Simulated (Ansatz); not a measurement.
HfO2: from a starting cell to a relaxed one

The start is a generated cell, HfO2 placed in the AFLOW prototype A2B_cP6_224_b_a (C3, as in Cu2O). The structure is fully relaxed (lattice and positions, P = 0) with PBEsol (plane waves to 420 eV, PAW, scalar-relativistic; Ansatz, a quantum-chemistry and plane-wave program). The first steps use a coarse 6×6×6 k-mesh.

Starting cell:
```
HfO2
1.0
    4.08820     0.00000     0.00000
    0.00000     4.08820     0.00000
    0.00000     0.00000     4.08820
O Hf
4 2
Cartesian
  3.06615   3.06615   3.06615
  3.06615   1.02205   1.02205
  1.02205   3.06615   1.02205
  1.02205   1.02205   3.06615
  0.00000   0.00000   0.00000
  2.04410   2.04410   2.04410
```

Question: How much energy is released per atom?

Answer: 0.82 eV/atom.

Question: How does the volume per atom move from start to end?

Answer: +33.3 %, from 11.39 to 15.18 Å³/atom.

Question: How do the shortest distances between atoms change?

Answer: The closest pairs of elements (up to four, under 3.6 Å), start → end: Hf–O 1.77 → 1.95 Å; O–O 2.89 → 3.18 Å; Hf–Hf 3.54 → 3.90 Å.

Question: Write out the relaxed structure.

Answer: 
```cif
data_Hf2O4
_chemical_formula_sum 'O4 Hf2'
_space_group_name_H-M_alt 'Pn-3m :1'
_space_group_IT_number 224
_space_group_name_Hall 'P 4n 2 3 -1n'
_cell_length_a 4.49877
_cell_length_b 4.49877
_cell_length_c 4.49877
_cell_angle_alpha 90.000
_cell_angle_beta 90.000
_cell_angle_gamma 90.000
loop_
_atom_site_label
_atom_site_type_symbol
_atom_site_symmetry_multiplicity
_atom_site_Wyckoff_symbol
_atom_site_fract_x
_atom_site_fract_y
_atom_site_fract_z
_atom_site_occupancy
O1 O 4 c 0.75000 0.75000 0.75000 1
Hf1 Hf 2 a 0.00000 0.00000 0.00000 1
```

The space group stays Pn-3m (No. 224) (the run could not lower it); the end is AFLOW prototype A2B_cP6_224_b_a (C3, as in Cu2O), with 6 atoms in the primitive cell. Final values are on a 7×7×7 k-mesh of the relaxed cell. The start holds a very short contact (Hf–O 1.77 Å). No spin polarisation in the result.

The run could not lose the symmetry of its start; a randomly shaken copy of 12 atoms returns to this structure.

All atoms sit on sites fixed by symmetry, so only the cell could relax.

The relaxed structure here is a generated cell of HfO2: the first start was made by placing the elements on the sites of a structure type, and the end was not matched to a known phase here, so it may be hypothetical. Known forms of HfO2 include space group No. 14, 29, 137, 225.
